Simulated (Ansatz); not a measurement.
PbSe with Sr replacing Pb: do the settings matter for the field gradients?

Cell: a supercell of PbSe (rock salt type, Fm-3m) built from an entry of the Crystallography Open Database (COD), with all atoms left at the host's positions.

Space group Fm-3m (No. 225); a = 18.3639 Å.

| site | Wyckoff | site symmetry | x | y | z |
| --- | --- | --- | --- | --- | --- |
| Sr | 4a | m-3m | 0.0000 | 0.0000 | 0.0000 |
| Pb2 | 48h | m.m2 | 0.1667 | 0.1667 | 0.0000 |
| Pb5 | 32f | .3m | 0.3333 | 0.1667 | 0.1667 |
| Pb15 | 24e | 4m.m | 0.5000 | 0.5000 | 0.3333 |
| Se28 | 32f | .3m | 0.1667 | 0.1667 | 0.1667 |
| Se30 | 24e | 4m.m | 0.5000 | 0.5000 | 0.1667 |
| Se32 | 48i | m.m2 | 0.5000 | 0.3333 | 0.3333 |
| Se41 | 4b | m-3m | 0.5000 | 0.5000 | 0.5000 |

One atom of each set is listed; the run and its k-mesh use a cell of 54 atoms with edges of 12.99, 12.99, 12.99 Å.

Reference run. Level of theory: DFT, PBE, plane waves and PAW, scalar-relativistic, 420 eV cutoff, Γ-centred 2×2×2 k-points, Fermi–Dirac smearing 0.01 eV (Ansatz 0.2.0).

(1) The input is changed as follows: `kpoints.mp_grid.grid`: [2, 2, 2] → [3, 3, 3]; `scf.initial_density.chi_scale`: not typed → 0.3. What happens to V_zz (10²¹ V/m²) and η?

Results:

(1) 

```
site  V_zz reference  η reference  V_zz changed  η changed
  Sr            0.00            –          0.00          –
 Pb2            0.41         0.16          0.31       0.13
 Pb5          -0.038         0.00        -0.023       0.00
Pb15            2.38         0.00          2.22       0.00
Se28           0.075         0.00         0.067       0.00
Se30           -8.43         0.00         -8.31       0.00
Se32            0.18         0.63          0.14       0.84
```

The largest change of V_zz is on Pb15, from 2.38 to 2.22. In per cent, |V_zz| changes by -7 on Pb, -1 on Se (all sites that start above 0.5). Where |V_zz| stays above 0.1 and the axes keep their order, η moves most on Se32, from 0.63 to 0.84. On Pb2 V_xx and V_yy change places (or their axes turn by over 50°), so the two values of η hide a larger change. Other sites without a gradient aren't listed. SCF iterations: 7 and 11.

On the reference run: The defect repeats with the cell of 54 atoms, so it feels its images: sites between two images don't show the values beside a lone defect, and zeros or small values of η there can come from the images' arrangement. Spin–orbit coupling is left out, which shifts gradients on Pb by a few per cent in wide-gap crystals, and can shift them far more where the calculated gap is small or absent, as here. With a gap of 0.4 eV on this mesh, small gradients can still move by 0.1 × 10²¹ V/m² or more as the k-mesh gets denser. The neighbours have not yet relaxed around the defect (largest force 0.030 eV/Å), so a real crystal will differ.
